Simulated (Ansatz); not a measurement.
A trial cell of AlGa2As3, before relaxation:

```
Al Ga As
1.0
     3.87164    0.00000    0.00000
    -1.93582    3.35294    0.00000
     0.00000    0.00000   19.15496
Al Ga As
2 4 6
Direct
  0.33333 0.66667 0.33333
  0.66667 0.33333 0.83333
  0.33333 0.66667 0.66666
  0.33333 0.66667 0.99999
  0.66667 0.33333 0.16666
  0.66667 0.33333 0.49999
  0.33333 0.66667 0.12467
  0.33333 0.66667 0.45801
  0.33333 0.66667 0.79134
  0.66667 0.33333 0.29134
  0.66667 0.33333 0.62467
  0.66667 0.33333 0.95801
```

Computed with DFT PBE, scalar-relativistic, plane waves, PAW (Ansatz). Cutoff 420 eV, Gaussian smearing, Γ-centred meshes. Cell and atoms relax first on a coarse mesh and then on a converged one. In between, the cell is made exact in the group found at 0.06 Å. The steps can't lower the symmetry of their start. No spin polarisation.

A guess keeps its type if space group and coordination stay and the shape of the cell changes little (axis ratios within about 15 %, angles within 6°); the volume may change.

Question: Does it keep its structure type, or change into something else?

Answer: It keeps its type. The symmetry stays P6_3mc (No. 186). The volume per atom grows by 14.1 %, from 20.7 to 23.6 Å³. The shortest distance goes from 2.38 Å (Al–As and Ga–As) to 2.48 Å (Al–As). The ratio c/a of the conventional cell changes by a factor of 1.00. Counting neighbours within 15 % of an atom's shortest distance, the start has Al 4, As 4, Ga 4 and the end Al 4, As 4, Ga 4.

The last run used a 12×12×2 mesh (in the run's order of axes) for its 12-atom cell and Gaussian smearing of 0.02 eV. A structure relaxed within its symmetry needn't be a true minimum.
